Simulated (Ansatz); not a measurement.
SbTePd in space group P2_13 (No. 198; Sb on 4a, Te on 4a, Pd on 4a), plane-wave PAW r²SCAN (Ansatz code), all energies at zero smearing, with the estimated change up to a 700 eV cutoff added, with one set of potentials and settings (totals compare only within such a set). Cell of 12 atoms (4 Sb, 4 Te, 4 Pd): -81923.292 eV.

```csv
element,reference phase,E (eV/atom)
Sb,"R-3m, 2 atoms in the cell",-6499.1272
Te,"P3_121, 3 atoms in the cell",-6994.8235
Pd,"Fm-3m, 1 atoms in the cell",-6985.7456
```

Formation energy per atom, worked out: (-81923.292 − 4×(-6499.1272) − 4×(-6994.8235) − 4×(-6985.7456))/12 = -0.376 eV/atom (-36 kJ per mol of atoms), at 0 K, without zero-point energy or fitted corrections.

The workflow started from a Materials Project entry (that database holds measured and hypothetical structures alike); the Crystallography Open Database files this formula in space group No. 198, but the cells were not matched. Whether it is the stable phase at ambient conditions was not checked. The cell was relaxed with r²SCAN under the symmetry of its start; its stability against distortions is not shown here. The run is not spin-polarised. The references are the lowest solids computed at this level, not always the standard phases. Scalar-relativistic: spin–orbit coupling is off unless named, which matters more the heavier the elements.

Potentials: the later of the program's two PAW sets.
